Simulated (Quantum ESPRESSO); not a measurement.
Kohn-Sham bands of MgH$_{4}$(ClO)$_{2}$ (C2/m)

```yaml
crystal:
  lattice:
    - [4.02557, -4.24077, 0.00000]
    - [4.02557, 4.24077, 0.00000]
    - [-0.96167, 0.00000, 3.57600]
  atoms:
    - { symbol: Mg, position: [0.00000, 0.00000, 0.00000] }
    - { symbol: H, position: [0.59904, 0.22006, 0.85112] }
    - { symbol: H, position: [0.40096, 0.77994, 0.14888] }
    - { symbol: H, position: [0.77994, 0.40096, 0.14888] }
    - { symbol: H, position: [0.22006, 0.59904, 0.85112] }
    - { symbol: Cl, position: [0.77324, 0.77324, 0.38251] }
    - { symbol: Cl, position: [0.22676, 0.22676, 0.61749] }
    - { symbol: O, position: [0.75890, 0.24110, 0.00000] }
    - { symbol: O, position: [0.24110, 0.75890, 0.00000] }
```

Cell from Materials Project (mp-24336), symmetrised, no further relaxation. COD (Crystallography Open Database) has an entry of this formula and space group (matched by these alone). Computed values, not measurements, from PBEsol: Quantum ESPRESSO (norm-conserving PseudoDojo potentials, cutoff 68 Ry, no spin polarisation, no spin-orbit coupling) on a Γ-centred 4×4×6 mesh, then Wannier90. Density: 6×6×8 mesh, cold smearing 0.01 Ry. The cell is built of weakly bound layers, chains or molecules. Database cells relaxed without dispersion often hold them too far apart, which can enlarge gaps and weakens couplings between them; spacing and stacking were not compared with the measured crystal.

### Question
List the Kohn-Sham levels between −8 and 8.2 eV relative to the valence-band maximum at the high-symmetry points, as a band run of pw.x on that density gives them (levels within 2 meV counted together).

### Answer
```
point  k (reciprocal lattice)                                                                                     levels (eV)
-----  ----------------------  ----------------------------------------------------------------------------------------------
Γ           0.000 0.000 0.000  -6.80, -6.54, -4.72, -4.16, -1.13, -1.11, -0.91, -0.40, -0.25, -0.20, -0.18, -0.12, 5.19, 7.49
A           0.000 0.000 0.500              -6.63, -6.48, -4.27, -3.91, -1.98, -1.90, -1.68, -1.62, -0.86, -0.69, -0.39, -0.13
I_2        -0.380 0.380 0.500  -6.71, -6.64, -4.50, -3.89, -2.25, -1.55, -1.52, -1.39, -0.55, -0.40, -0.30, -0.13, 7.33, 7.82
I         -0.620 -0.380 0.500  -6.71, -6.64, -4.50, -3.89, -2.25, -1.55, -1.52, -1.39, -0.55, -0.40, -0.30, -0.13, 7.33, 7.82
M_2       -0.500 -0.500 0.500  -6.70, -6.68, -4.54, -3.86, -2.30, -1.49, -1.44, -1.39, -0.49, -0.39, -0.26, -0.14, 7.23, 7.79
Y          -0.500 0.500 0.000   -6.50, -6.49, -4.05, -3.88, -2.13, -1.30, -1.14, -0.81, -0.64, -0.46, -0.20, 0.00, 7.36, 8.03
L_2        -0.500 0.000 0.500  -6.66, -6.57, -4.35, -4.02, -2.03, -1.95, -1.61, -1.25, -0.70, -0.46, -0.36, -0.17, 7.72, 7.76
V_2        -0.500 0.000 0.000  -6.62, -6.58, -4.29, -4.10, -1.58, -1.06, -1.01, -0.92, -0.43, -0.37, -0.13, -0.08, 6.89, 6.93
```
